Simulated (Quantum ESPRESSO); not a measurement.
Si6NAl, input and log of a self-consistent run

Simulated, not a measurement. The program is pw.x of Quantum ESPRESSO 7.5 (plane-wave density functional theory). The cell is made up: 8 atoms on a zincblende/diamond lattice, with randomly drawn elements, strain and displacements, not relaxed. PseudoDojo standard norm-conserving files (v0.5 for PBE, v0.4.1 for LDA and PBEsol) set the functional; there is no spin polarisation, spin-orbit coupling or dispersion term, and the masses in the input are unused placeholders.

Input:

```
&control calculation='scf', pseudo_dir='./dojo.nc.sr.pbe.v0_5.standard.upf', outdir='./o', disk_io='low', tprnfor=.true., tstress=.true. /
&system ibrav=0, nat=8, ntyp=3, nbnd=26, ecutwfc=84.00895049, nosym=.true., tot_charge=0,
 occupations='smearing', smearing='fd', degauss=0.0073498644
/
&electrons conv_thr=7.350e-09, electron_maxstep=60, /
ATOMIC_SPECIES
Al 1.0 Al.upf
N 1.0 N.upf
Si 1.0 Si.upf
CELL_PARAMETERS angstrom
5.333 -0.0616 -0.064
-0.0616 5.4346 -0.0315
-0.064 -0.0315 5.3857
ATOMIC_POSITIONS angstrom
Si 0.0425 -0.0092 0.0243
Si 0.0625 2.7303 2.653
Si 2.6634 -0.0151 2.592
Si 2.6192 2.6825 -0.0423
N 1.2972 1.2888 1.3198
Si 1.2316 4.0025 4.0481
Al 3.9119 1.35 3.9578
Si 3.9287 4.024 1.259
K_POINTS automatic
6 6 6 1 1 1
```

The log is shortened where brackets say so; the opening notice, blank lines, dates and the lines on written files are dropped, and the path of the files is cut. It prints rydbergs, bohrs and kilobars, and counts compression as positive stress.

```
     Program PWSCF v.7.5
     Parallel version (MPI & OpenMP), running on       4 processor cores
     Number of MPI processes:                 4
     Threads/MPI process:                     1
     [start-up lines left out]
     bravais-lattice index     =            0
     lattice parameter (alat)  =      10.0793  a.u.
     unit-cell volume          =    1053.0372 (a.u.)^3
     number of atoms/cell      =            8
     number of atomic types    =            3
     number of electrons       =        32.00
     number of Kohn-Sham states=           26
     kinetic-energy cutoff     =      84.0090  Ry
     charge density cutoff     =     336.0358  Ry
     scf convergence threshold =      7.3E-09
     mixing beta               =       0.7000
     number of iterations used =            8  plain     mixing
     Exchange-correlation= PBE
                           (   1   4   3   4   0   0   0)
     [axes and pseudopotential details left out]
   Cartesian axes
     site n.     atom                  positions (alat units)
         1        Si     tau(   1) = (   0.0079681  -0.0017249   0.0045559  )
         2        Si     tau(   2) = (   0.0117179   0.5118922   0.4973996  )
         3        Si     tau(   3) = (   0.4993494  -0.0028310   0.4859630  )
         4        Si     tau(   4) = (   0.4910626   0.5029304  -0.0079306  )
         5        N      tau(   5) = (   0.2432065   0.2416316   0.2474436  )
         6        Si     tau(   6) = (   0.2309074   0.7504116   0.7589609  )
         7        Al     tau(   7) = (   0.7334254   0.2531057   0.7420310  )
         8        Si     tau(   8) = (   0.7365751   0.7544425   0.2360445  )
     number of k points=   108  Fermi-Dirac smearing, width (Ry)=  0.0073
     Number of k-points >= 100: set verbosity='high' to print them.
     Dense  grid:   109591 G-vectors     FFT dimensions: (  60,  60,  60)
     Estimated max dynamical RAM per process >     273.50 MB
     Estimated total dynamical RAM >    1013.73 MB
     Initial potential from superposition of free atoms
     starting charge      31.9939, renormalised to      32.0000
     Starting wfcs are   32 randomized atomic wfcs
     total cpu time spent up to now is        3.5 secs
     per-process dynamical memory:   230.2 Mb
     Self-consistent Calculation
     iteration #  1     ecut=    84.01 Ry     beta= 0.70
     Davidson diagonalization with overlap
     ethr =  1.00E-02,  avg # of iterations =  4.3
     total cpu time spent up to now is       12.1 secs
     total energy              =     -75.74931372 Ry
     estimated scf accuracy    <       0.44069375 Ry
     iteration #  2     ecut=    84.01 Ry     beta= 0.70
     Davidson diagonalization with overlap
     ethr =  1.38E-03,  avg # of iterations =  3.6
     total cpu time spent up to now is       19.2 secs
     total energy              =     -75.60371179 Ry
     estimated scf accuracy    <       1.67253728 Ry
     iteration #  3     ecut=    84.01 Ry     beta= 0.70
     Davidson diagonalization with overlap
     ethr =  1.38E-03,  avg # of iterations =  2.2
     total cpu time spent up to now is       25.0 secs
     total energy              =     -75.89076708 Ry
     estimated scf accuracy    <       0.09797038 Ry
     iteration #  4     ecut=    84.01 Ry     beta= 0.70
     Davidson diagonalization with overlap
     ethr =  3.06E-04,  avg # of iterations =  3.1
     total cpu time spent up to now is       30.8 secs
     total energy              =     -75.90656308 Ry
     estimated scf accuracy    <       0.00498305 Ry
     iteration #  5     ecut=    84.01 Ry     beta= 0.70
     Davidson diagonalization with overlap
     c_bands:  1 eigenvalues not converged
     c_bands:  1 eigenvalues not converged
     ethr =  1.56E-05,  avg # of iterations = 10.7
     total cpu time spent up to now is       40.0 secs
     total energy              =     -75.90761504 Ry
     estimated scf accuracy    <       0.00044847 Ry
     iteration #  6     ecut=    84.01 Ry     beta= 0.70
     Davidson diagonalization with overlap
     ethr =  1.40E-06,  avg # of iterations =  5.7
     total cpu time spent up to now is       47.3 secs
     total energy              =     -75.90771593 Ry
     estimated scf accuracy    <       0.00012168 Ry
     iteration #  7     ecut=    84.01 Ry     beta= 0.70
     Davidson diagonalization with overlap
     ethr =  3.80E-07,  avg # of iterations =  2.0
     total cpu time spent up to now is       52.6 secs
     total energy              =     -75.90774017 Ry
     estimated scf accuracy    <       0.00000645 Ry
     iteration #  8     ecut=    84.01 Ry     beta= 0.70
     Davidson diagonalization with overlap
     ethr =  2.02E-08,  avg # of iterations =  2.5
     total cpu time spent up to now is       58.5 secs
     total energy              =     -75.90774254 Ry
     estimated scf accuracy    <       0.00000095 Ry
     iteration #  9     ecut=    84.01 Ry     beta= 0.70
     Davidson diagonalization with overlap
     ethr =  2.96E-09,  avg # of iterations =  2.0
     total cpu time spent up to now is       63.9 secs
     total energy              =     -75.90774272 Ry
     estimated scf accuracy    <       0.00000011 Ry
     iteration # 10     ecut=    84.01 Ry     beta= 0.70
     Davidson diagonalization with overlap
     ethr =  3.53E-10,  avg # of iterations =  2.3
     total cpu time spent up to now is       69.5 secs
     total energy              =     -75.90774274 Ry
     estimated scf accuracy    <       0.00000002 Ry
     iteration # 11     ecut=    84.01 Ry     beta= 0.70
     Davidson diagonalization with overlap
     ethr =  7.00E-11,  avg # of iterations =  2.0
     total cpu time spent up to now is       74.9 secs
     End of self-consistent calculation
     Number of k-points >= 100: set verbosity='high' to print the bands.
     the Fermi energy is     5.4179 ev
!    total energy              =     -75.90774275 Ry
     estimated scf accuracy    <          1.0E-09 Ry
     smearing contrib. (-TS)   =      -0.00603154 Ry
     internal energy E=F+TS    =     -75.90171121 Ry
     The total energy is F=E-TS. E is the sum of the following terms:
     one-electron contribution =       8.10925340 Ry
     hartree contribution      =      10.25882647 Ry
     xc contribution           =     -26.32925450 Ry
     ewald contribution        =     -67.94053657 Ry
     convergence has been achieved in  11 iterations
     Forces acting on atoms (cartesian axes, Ry/au):
     atom    1 type  3   force =     0.02712047    0.05745931    0.03475015
     atom    2 type  3   force =    -0.01052253   -0.06237909   -0.07281139
     atom    3 type  3   force =    -0.07514736    0.00998105   -0.03597548
     atom    4 type  3   force =    -0.04465114   -0.04457868    0.04525721
     atom    5 type  2   force =     0.00504580   -0.00330607   -0.00284657
     atom    6 type  3   force =     0.03854729    0.04677501    0.00041293
     atom    7 type  1   force =     0.03725952   -0.00136406    0.01454772
     atom    8 type  3   force =     0.02234795   -0.00258747    0.01666543
     Total force =     0.183636     Total SCF correction =     0.000034
     Computing stress (Cartesian axis) and pressure
          total   stress  (Ry/bohr**3)                   (kbar)     P=      -17.09
  -0.00008218   0.00009642   0.00012552          -12.09       14.18       18.47
   0.00009642  -0.00017898   0.00023076           14.18      -26.33       33.95
   0.00012552   0.00023076  -0.00008740           18.47       33.95      -12.86
     init_run     :      3.27s CPU      3.41s WALL (       1 calls)
     electrons    :     71.13s CPU     71.40s WALL (       1 calls)
     forces       :      1.43s CPU      1.45s WALL (       1 calls)
     stress       :      4.91s CPU      4.91s WALL (       1 calls)
     [timing details left out]
     PWSCF        :   1m20.88s CPU   1m21.35s WALL
     JOB DONE.
```

In other units: free energy -1032.777 eV for the cell, pressure -1.71 GPa, largest force component 1.932 eV/Å. A rerun of this cell at 1437 eV and a 8 x 8 x 8 mesh moved values by no more than 0.005 eV in energy, 0.03 GPa in stress and 0.013 eV/Å in force.